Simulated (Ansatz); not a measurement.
Space group Cmce (No. 64). a = 6.994 Å, b = 4.147 Å, c = 8.575 Å, α = 90.00°, β = 90.00°, γ = 90.00°
| atom | site | symmetry | x | y | z |
| --- | --- | --- | --- | --- | --- |
| Br | 8f | m.. | 0.5000 | 0.6512 | 0.1191 |

Equation of state of this Br structure (not necessarily the ground state), with shape and atoms relaxed at each volume where symmetry leaves them free. The calculation used DFT PBE+D3(BJ), scalar-relativistic, plane waves, PAW (Ansatz 0.2.0).

Plane waves to 420 eV, a k mesh through Γ of 8×8×4 on the computed 4-atom cell and Gaussian smearing (0.02 eV); no spin polarisation.

| V (Å³/atom) | E − E(largest V) (meV/atom) | P (GPa) | gap on mesh (eV) |
| --- | --- | --- | --- |
| 27.359 | 13.05 | 2.15 | 1.21 |
| 28.292 | 2.80 | 1.41 | 1.26 |
| 29.225 | -3.58 | 0.82 | 1.29 |
| 30.157 | -6.92 | 0.36 | 1.31 |
| 31.090 | -7.87 | 0.00 | 1.32 |
| 32.023 | -6.98 | -0.29 | 1.32 |
| 32.955 | -4.67 | -0.51 | 1.33 |
| 34.199 | 0.00 | -0.70 | 1.34 |

Problem. Fit a third-order Birch–Murnaghan equation to E(V).

Solution. V0 = 31.07 Å³/atom, B0 = 11 GPa, B0' = 7.6.